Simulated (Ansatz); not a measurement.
A generated cell, not matched to a known phase here, of Ti3SnC2: P-3m1 (No. 164), hP6; a = 3.1461 Å, b = 3.1461 Å, c = 9.3792 Å, α = 90.00°, β = 90.00°, γ = 120.00°; Sn 1a (0.000, 0.000, 0.000); C 2d (0.667, 0.333, 0.363); Ti 2d (0.333, 0.667, 0.254); Ti 1b (0.000, 0.000, 0.500). Calculation: r2SCAN (plane waves to 500 eV, PAW, scalar-relativistic; Ansatz, an electronic-structure program). Element references, the lowest calculated here: Sn (Fd-3m), C (R-3m), Ti (P6/mmm, not the ambient form).

Total energies (eV/atom, σ → 0; comparable only within this code, potentials and settings):

```
phase            E (eV/atom)
---------------  -----------
Ti3SnC2 (P-3m1)    -2343.394
Sn (Fd-3m)         -6038.705
C (R-3m)            -251.667
Ti (P6/mmm)        -2504.390
TiC (Fm-3m)        -1379.007
```

Q: What is the formation energy of this P-3m1 form of Ti3SnC2 from the elements?

A: E_f = -2343.394 − [3 × (-2504.390) + 1 × (-6038.705) + 2 × (-251.667)] / 6 = -0.86 eV/atom (-5.2 eV per formula unit).

A lower structure of this composition may exist.

Static energies, no anion corrections, no zero-point energy. Values are rounded to 0.01 eV/atom. Not shown to be the ambient phase of their composition (a lower form may be missing, and a cell relaxed within its start's symmetry can be a saddle point): Ti3SnC2 (P-3m1). Spin-orbit coupling is missing from these energies, which matters for elements this heavy. The compounds carry no spin polarisation.
